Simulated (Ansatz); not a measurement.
Here is the system:

BPt$_{2}$:
```xyz
6
Lattice="2.9242 0.0000 0.0000 -1.4621 2.5324 0.0000 0.0000 0.0000 10.3539" Properties=species:S:1:pos:R:3 pbc="T T T"
B      1.4621     0.8441     7.7654
B      0.0000     1.6883     2.5885
Pt     1.4621     0.8441     3.9745
Pt     0.0000     1.6883     6.3794
Pt     0.0000     1.6883     9.1515
Pt     1.4621     0.8441     1.2024
```

This is the r²SCAN-relaxed structure.

Q: All from DFT-r²SCAN in the program Ansatz with PAW potentials, unless another level is named. Give the electronic character.

A: metallic (no gap).

Q: Next, the formation energy from the elements (no fitted shifts)?

A: -0.20 eV/atom.

Q: Next, the density of states at the Fermi level?

A: 0.64 states/eV per atom (mean over ±0.08 eV).

Space group P6_3/mmc. The first step of the workflow began from a Materials Project structure, measured or hypothetical; the Crystallography Open Database copy checked does not list it. Whether it is the stable phase at ambient conditions was not checked. Symmetry was held in the r²SCAN relaxation; whether a distortion lowers the energy is not shown. No spin polarisation was allowed. The references are the lowest solids computed at this level, not always the standard phases. Spin–orbit coupling is left out wherever it is not named.

Potentials: the later of the program's two PAW sets.
